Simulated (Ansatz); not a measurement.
CdAu:
```
CELL_PARAMETERS angstrom
      3.35220     0.00000     0.00000
      0.00000     3.35220     0.00000
      0.00000     0.00000     3.35220
ATOMIC_POSITIONS crystal
  Au 0.00000 0.00000 0.00000
  Cd 0.50000 0.50000 0.50000
```

Relaxed with r²SCAN. Special points in fractions of this cell's reciprocal vectors: Γ (0.000, 0.000, 0.000); X (0.000, 0.500, 0.000); M (0.500, 0.500, 0.000); R (0.500, 0.500, 0.500).

Q: List the band energies nearest the Fermi level at these points for r²SCAN with spin–orbit coupling (plane waves, PAW; program Ansatz).

A: In eV from the Fermi level; about four levels below and three above (degenerate sets whole), none deeper than 8.9 eV; points with the same levels are listed once.

```
k                                below                          above
-  -----------------------------------  -----------------------------
Γ  -3.92 -3.92 -3.92 -3.92 -3.27 -3.27  4.00 4.00 5.43 5.43 5.43 5.43
X              -3.81 -3.81 -2.67 -2.67          9.69 9.69 10.98 10.98
M              -1.85 -1.85 -1.40 -1.40            0.31 0.31 2.57 2.57
R              -3.35 -3.35 -3.35 -3.35            1.87 1.87 2.51 2.51
```

Space group Pm-3m (CsCl type). The workflow started from an entry of the Crystallography Open Database (COD), which files this formula under 4 space groups. Whether it is the stable phase at ambient conditions was not checked. Symmetry was held in the r²SCAN relaxation; whether a distortion lowers the energy is not shown.

Potentials: the later of the program's two PAW sets.
